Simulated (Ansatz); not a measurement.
Values for one crystal, relaxed and computed with r²SCAN in the plane-wave PAW code Ansatz; other levels are named.

```yaml
volume_per_atom: 22.77 Å³
band_gap: 1.29 eV (direct)
valence_band_maximum: at Γ
Electron effective mass with spin–orbit coupling: 0.073, 0.073, 0.081 mₑ (principal values)
HSE06 gap on the r²SCAN cell: 1.68 eV
Young's modulus: 116 GPa
Bulk modulus (Birch–Murnaghan fit): 73.2 GPa
```

Task: Which compound is it?
A. CaAl2O4, P6_3 (Pearson symbol hP42)
B. AlGa3As4, P-4m2 (Pearson symbol tP8)
C. ZnGaNO, Pna2_1 (Zn on 4a, Ga on 4a, O on 4a, N on 4a)
D. GaAs, zinc blende

Result: B, AlGa3As4, P-4m2 (Pearson symbol tP8)

The start of the workflow was typed in or built on a structure type; neither database checked (COD, Materials Project) lists it. Whether it is the stable phase at ambient conditions was not checked. The cell was relaxed with r²SCAN under the symmetry of its start; its stability against distortions is not shown here. Spin–orbit coupling is left out wherever it is not named.

Potentials: the earlier of the program's two PAW sets.
